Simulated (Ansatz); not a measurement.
Given:

Zr$_{2}$C:
```
Zr2C
1.0
    3.60160     0.00000     0.00000
    0.00000     3.60160     0.00000
    0.00000     0.00000     6.90337
Zr C
4 2
Direct
  0.00000   0.00000   0.00000
  0.50000   0.50000   0.00000
  0.50000   0.00000   0.36982
  0.00000   0.50000   0.63018
  0.50000   0.00000   0.72923
  0.00000   0.50000   0.27077
```

This is the PBEsol-relaxed structure.

Q: All from plane-wave PAW PBEsol (Ansatz code), unless another level is named. Estimate the highest zone-centre frequency.

A: 51.1 meV.

Q: Predict the bulk modulus (Birch–Murnaghan fit).

A: 169 GPa.

Space group P4/nmm. A made-up cell: these elements were put on the sites of a structure type; neither database checked (COD, Materials Project) lists it. Whether it is the stable phase at ambient conditions was not checked. The cell was relaxed with PBEsol under the symmetry of its start; whether a distortion lowers the energy is not shown. The run is not spin-polarised.

Potentials: the later of the program's two PAW sets.
